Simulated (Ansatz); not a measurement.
The start is a relaxed GaSb cell, doubled along one cell vector, shaken by Gaussian noise of σ = 0.08 Å a coordinate. Cell shape, volume and atoms are optimised at zero target pressure with r2SCAN (plane waves to 500 eV, PAW, scalar-relativistic; Ansatz, a quantum-chemistry and plane-wave program). The first steps use a coarse 9×9×5 k-mesh.

The start:
```
CELL_PARAMETERS angstrom
      0.00000     3.06622     3.06622
      3.06622     0.00000     3.06622
      6.13244     6.13244     0.00000
ATOMIC_POSITIONS crystal
  Sb 0.78219 0.74820 0.38386
  Sb 0.77996 0.73634 0.86252
  Ga 0.01167 0.98589 0.00957
  Ga 0.00423 0.00979 0.49881
```

Problem. How much energy is released per atom?

Solution. 0.046 eV/atom.

Problem. Is the relaxed structure metallic? Give its gap.

Solution. 0.41 eV, direct at Γ (no spin-orbit coupling).

Final structure:

```cif
data_Ga4Sb4
_chemical_formula_sum 'Sb4 Ga4'
_space_group_name_H-M_alt 'F-43m'
_space_group_IT_number 216
_space_group_name_Hall 'F -4 2 3'
_cell_length_a 6.13217
_cell_length_b 6.13217
_cell_length_c 6.13217
_cell_angle_alpha 90.000
_cell_angle_beta 90.000
_cell_angle_gamma 90.000
loop_
_atom_site_label
_atom_site_type_symbol
_atom_site_symmetry_multiplicity
_atom_site_Wyckoff_symbol
_atom_site_fract_x
_atom_site_fract_y
_atom_site_fract_z
_atom_site_occupancy
Sb1 Sb 4 a 0.00000 0.00000 0.00000 1
Ga1 Ga 4 d 0.75000 0.75000 0.75000 1
```
(The calculation used a cell of 2 atoms; values per cell refer to that cell.)

Final values are on a 13×13×13 k-mesh of the relaxed cell. No spin polarisation in the result. Spin-orbit coupling is missing; with elements this heavy it can move band edges by tenths of an eV or more.
